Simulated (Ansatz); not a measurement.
ZnS:
```yaml
crystal:
  lattice:
    - [3.84535, 0.00000, 0.00000]
    - [-1.92267, 3.33017, 0.00000]
    - [0.00000, 0.00000, 6.30522]
  atoms:
    - { symbol: Zn, position: [0.33333, 0.66667, 0.00023] }
    - { symbol: Zn, position: [0.66667, 0.33333, 0.50023] }
    - { symbol: S, position: [0.33333, 0.66667, 0.37477] }
    - { symbol: S, position: [0.66667, 0.33333, 0.87477] }
```

Relaxed with PBE. Special points in fractions of this cell's reciprocal vectors: Γ (0.000, 0.000, 0.000); M (0.500, 0.000, 0.000); K (0.333, 0.333, 0.000); A (0.000, 0.000, 0.500); L (0.500, 0.000, 0.500); H (0.333, 0.333, 0.500).

### Question
List the band energies nearest the valence-band maximum at these points for the program Ansatz at the PBE level (PAW).

### Answer
In eV from the valence-band maximum; about four levels below and three above (degenerate sets whole), none deeper than 8.9 eV; points with the same levels are listed once.

```
k                        below                above
-  ---------------------------  -------------------
Γ  -0.86 -0.86 -0.07 0.00 0.00  2.07 3.04 6.30 6.30
M      -3.14 -2.14 -1.61 -0.85       3.68 4.17 5.13
K      -3.69 -2.22 -2.22 -2.00       4.35 5.75 5.75
A      -0.45 -0.45 -0.45 -0.45  3.47 3.47 6.74 6.74
L      -1.57 -1.57 -1.54 -1.54  3.53 3.53 5.23 5.23
H      -2.92 -2.92 -1.29 -1.29  4.45 4.45 6.34 6.34
```

Space group P6_3mc (wurtzite). Symmetry was held in the PBE relaxation.

Potentials: the earlier of the program's two PAW sets.
